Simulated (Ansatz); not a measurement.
Below is a relaxed structure of SnP4. The cell was found from a structure generator's guess, not taken from experiment.

Theory: DFT PBE, scalar-relativistic, plane waves, PAW in Ansatz. Cutoff 420 eV, Γ-centred mesh, Gaussian smearing, no spin polarisation.

```
Sn P
1.0
     3.31844    0.00000    0.00000
     0.00000    3.31844    0.00000
     0.00000    0.00000    9.24309
Sn P
1 4
Direct
  0.50000 0.50000 0.87009
  0.50000 0.50000 0.17773
  0.50000 0.00000 0.57804
  0.00000 0.50000 0.57804
  0.00000 0.00000 0.13579
```

Formation energies are uncorrected and refer to the elements' standard structures at the same level. The references include grey tin and black phosphorus.

**Question.** Find its symmetry and describe it.

**Answer.** P4mm (No. 99). Conventional cell: a = 3.318 Å, c = 9.243 Å. Around Sn lie 1 P at 2.84 Å, 4 P at 3.17 Å, 4 Sn at 3.32 Å and 4 P at 3.40 Å; P on a site of symmetry 4mm is surrounded by 4 P at 2.38 Å and 1 Sn at 2.84 Å; P on a site of symmetry 2mm has 4 P at 2.35 Å and 2 Sn at 3.17 Å; around P on a second site of symmetry 4mm lie 4 P at 2.38 Å, 4 P at 3.32 Å and 4 Sn at 3.40 Å.

**Question.** What is its formation energy per atom?

**Answer.** +0.31 eV/atom. A positive value: parting into the elements would lower its energy.

**Question.** Is it a metal?

**Answer.** Yes, bands cross the Fermi level on the 12×12×4 mesh.

The last run used a 12×12×4 mesh (in the run's order of axes) for its 5-atom cell and Gaussian smearing of 0.10 eV. Weakly bound directions are ill-defined at this level, which has no dispersion term. The reference form of P is held partly by dispersion forces, which this level lacks. A structure relaxed within its symmetry needn't be a true minimum.
